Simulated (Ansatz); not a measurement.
LaNbO$_{4}$ in space group I4_1/a (No. 88; La on 4a, Nb on 4b, O on 16f) at seven volumes, plane-wave PAW PBEsol (Ansatz code), shape and atoms relaxed at each. One row is withheld.

```json
[
 {"V (Å³/atom)": "12.572", "P (GPa)": "?"},
 {"V (Å³/atom)": "12.987", "P (GPa)": "7.86"},
 {"V (Å³/atom)": "13.401", "P (GPa)": "3.69"},
 {"V (Å³/atom)": "13.815", "P (GPa)": "0.00"},
 {"V (Å³/atom)": "14.230", "P (GPa)": "-3.24"},
 {"V (Å³/atom)": "14.644", "P (GPa)": "-6.08"},
 {"V (Å³/atom)": "15.059", "P (GPa)": "-8.55"}
]
```

Problem. Fit the shown pressures and predict the withheld one.

Solution. Third-order Birch–Murnaghan: P = (3/2)B₀(x^(7/2) − x^(5/2))[1 + (3/4)(B′ − 4)(x − 1)] with x = (V₀/V)^(2/3). Least squares on the six rows gives V₀ = 13.815 Å³/atom, B₀ = 114.8 GPa, B′ = 3.36. At V = 12.572, x = 1.0649 and P = 12.66 GPa. The run itself gave 12.64 GPa.

The first step of the workflow began from a Materials Project structure, measured or hypothetical; the Crystallography Open Database files this formula in space group No. 88, but the cells were not matched. Whether it is the stable phase at ambient conditions was not checked. Symmetry was held in the PBEsol relaxation. At this level the phase is mechanically unstable. The run is not spin-polarised. Scalar-relativistic: spin–orbit coupling is off unless named, which matters more the heavier the elements.

Potentials: the later of the program's two PAW sets.
